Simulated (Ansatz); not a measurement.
Two-dimensional strain map in Ag

Computed with DFT PBEsol, scalar-relativistic, plane waves, PAW in Ansatz. The runs took a 420 eV cutoff, a Γ-centred 20×20×20 mesh and Gaussian smearing (0.15 eV). No spin polarisation. Energies are free energies at this smearing, counted from the undisturbed cell; pressure is positive in compression.

The undisturbed cell (as given, not relaxed at this level; it stands at -7.2 GPa; this bcc form isn't the usual structure):

```
Ag
1.0
    -1.65565    1.65565    1.65565
     1.65565   -1.65565    1.65565
     1.65565    1.65565   -1.65565
Ag
1
Direct
  0.00000 0.00000 0.00000
```

The cell is strained by p along both x and y and by q along z, fractional coordinates fixed. Points are written (p, q).

Energy above the undisturbed cell in meV/atom (a dash: not computed):

```csv
p \ q,-0.050,-0.025,0.000,0.025,0.050
-0.050,3.0,-19.4,-32.7,-38.1,-37.1
-0.025,-31.4,-33.8,-29.9,-19.9,-4.9
0.000,-31.7,-18.4,0.0,22.3,48.4
0.025,-4.8,20.2,49.9,82.4,117.3
0.050,43.0,77.2,115.2,155.8,197.8
```

Pressure in GPa:

```
 p \ q  -0.050  -0.025  0.000  0.025  0.050
-0.050    10.6     6.4    2.9   -0.2   -2.8
-0.025     2.8    -0.4   -3.0   -5.3   -7.2
 0.000    -2.9    -5.3   -7.2   -8.8  -10.2
 0.025    -7.1    -8.8  -10.2  -11.3  -12.3
 0.050   -10.1   -11.3  -12.3  -13.0  -13.6
```